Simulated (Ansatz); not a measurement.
Data:

GeS:
```cif
data_Ge4S4
_chemical_formula_sum 'Ge4 S4'
_space_group_name_H-M_alt 'P 1'
_space_group_IT_number 1
_cell_length_a 10.19255
_cell_length_b 3.64210
_cell_length_c 4.09027
_cell_angle_alpha 90.000
_cell_angle_beta 90.000
_cell_angle_gamma 90.000
loop_
_space_group_symop_operation_xyz
  'x, y, z'
loop_
_atom_site_label
_atom_site_type_symbol
_atom_site_fract_x
_atom_site_fract_y
_atom_site_fract_z
_atom_site_occupancy
Ge1 Ge 0.11869 0.25000 0.11878 1
Ge2 Ge 0.38131 0.75000 0.61878 1
Ge3 Ge 0.88131 0.75000 0.88122 1
Ge4 Ge 0.61869 0.25000 0.38122 1
S1 S 0.85293 0.25000 0.49340 1
S2 S 0.64707 0.75000 0.99340 1
S3 S 0.14707 0.75000 0.50660 1
S4 S 0.35293 0.25000 0.00660 1
```

This is the LDA-relaxed structure.

Problem. All from plane-wave PAW LDA (Ansatz code), unless another level is named. Give the electron effective mass.

Solution. 0.070, 0.99, 3.9 mₑ (principal values).

Problem. And the gap with spin–orbit coupling?

Solution. 0.69 eV.

Problem. What about the weight of the valence-edge state by species (Voronoi cells)?

Solution. S 67 %, Ge 33 %.

Space group Pnma. The LDA relaxation kept the symmetry of its start. A crystal of weakly bound layers computed without a dispersion correction: the cell and the soft elastic constants depend strongly on that. Scalar-relativistic: spin–orbit coupling is off unless named, which matters more the heavier the elements.

Potentials: the later of the program's two PAW sets.
